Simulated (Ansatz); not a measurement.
Values for one crystal, relaxed and computed with r²SCAN (plane waves, PAW; program Ansatz); other levels are named.

Volume per atom: 11.75 Å³
Electronic character: metallic (no gap)
Gap with spin–orbit coupling: none (metallic)
Density of states at the Fermi level: 0.73 states/eV per atom (mean over ±0.08 eV)
Pressure derivative B′: 4.3
Bulk modulus (Birch–Murnaghan fit): 250 GPa
Formation energy from the elements (no fitted shifts): 0.085 eV/atom

Question: Which of these materials gives this?
A) ZrGeSb, P4/nmm (Zr on 2c, Ge on 2a, Sb on 2c)
B) LaAl2Ge2, P-3m1 (La on 1a, Al on 2d, Ge on 2d)
C) YGe2Ru2, I4/mmm (Y on 2a, Ge on 4e, Ru on 4d)
D) Cr3Ge, A15 (Cr3Si type)

Answer: D, Cr3Ge, A15 (Cr3Si type)

Space group Pm-3n (A15 (Cr3Si type)). The first step of the workflow began from a Materials Project structure, measured or hypothetical; the Crystallography Open Database copy checked does not list it. Its standing as an ambient phase is unchecked. The r²SCAN relaxation kept the symmetry of its start; its stability against distortions is not shown here. No spin polarisation was allowed. The references are the lowest solids computed at this level, not always the standard phases. Spin–orbit coupling is left out wherever it is not named.

Potentials: the later of the program's two PAW sets.
